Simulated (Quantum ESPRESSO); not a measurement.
**Band energies of BaZnAsF**

```xyz
8
Lattice="4.2992 0.0000 0.0000 0.0000 4.2992 0.0000 0.0000 0.0000 9.6217" Properties=species:S:1:pos:R:3 pbc="T T T"
F      2.1496     2.1496     0.0000
F      0.0000     0.0000     0.0000
Zn     2.1496     2.1496     4.8108
Zn     0.0000     0.0000     4.8108
As     0.0000     2.1496     3.3040
As     2.1496     0.0000     6.3177
Ba     0.0000     2.1496     8.0388
Ba     2.1496     0.0000     1.5829
```

LDA (pw.x of Quantum ESPRESSO, ONCV potentials, without SOC); path ΓXMΓZRAZ,XR,MA; energies in eV from the valence-band maximum.

```csv
k (1/Å),point,band 48,band 49,band 50,band 51,band 52,band 53,band 54,band 55
0.00,Γ,-1.99,-1.99,-0.61,0.00,0.00,0.10,1.46,1.53
0.49,,-4.15,-1.43,-1.38,-0.65,-0.38,1.39,2.07,2.20
0.73,X,-4.45,-1.08,-1.08,-0.85,-0.85,1.65,1.65,2.69
1.10,,-4.44,-2.13,-2.13,-1.48,-1.48,2.27,2.27,2.93
1.46,M,-4.54,-2.36,-2.36,-2.31,-2.31,2.17,2.17,2.75
1.63,,-4.44,-2.67,-2.22,-2.13,-1.87,2.15,2.25,2.79
1.98,,-3.79,-2.77,-1.49,-1.22,-0.88,2.45,2.55,2.92
2.49,Γ,-1.99,-1.99,-0.61,0.00,0.00,0.10,1.46,1.53
2.49,Z,-1.98,-1.98,-0.92,-0.01,-0.01,0.18,1.56,1.75
2.86,,-3.81,-1.61,-1.12,-0.56,-0.23,1.19,2.11,2.35
3.23,R,-4.40,-1.04,-1.04,-0.84,-0.84,1.71,1.71,2.69
3.77,,-4.40,-2.45,-2.45,-1.98,-1.98,2.47,2.47,2.83
3.96,A,-4.47,-2.34,-2.34,-2.31,-2.31,2.38,2.38,2.82
4.21,,-4.30,-2.74,-2.10,-1.95,-1.66,2.46,2.61,2.86
4.47,,-3.79,-2.83,-1.48,-1.18,-0.84,2.57,2.73,2.96
4.86,,-2.28,-2.15,-0.80,-0.21,-0.16,0.59,1.76,2.01
4.99,Z,-1.98,-1.98,-0.92,-0.01,-0.01,0.18,1.56,1.75
4.99,X,-4.45,-1.08,-1.08,-0.85,-0.85,1.65,1.65,2.69
5.15,,-4.42,-1.06,-1.06,-0.84,-0.84,1.67,1.67,2.70
5.32,R,-4.40,-1.04,-1.04,-0.84,-0.84,1.71,1.71,2.69
5.32,M,-4.54,-2.36,-2.36,-2.31,-2.31,2.17,2.17,2.75
5.64,A,-4.47,-2.34,-2.34,-2.31,-2.31,2.38,2.38,2.82
```

The LDA gap is direct, 0.10 eV at Γ. Another valence extremum on the path lies within 0.02 eV, too close to call.

Spin-orbit splittings are left out.

Geometry of the Materials Project entry, not relaxed at this level.

The structure is a Materials Project entry; no match was found in the copy of COD used, and its stability was not checked.
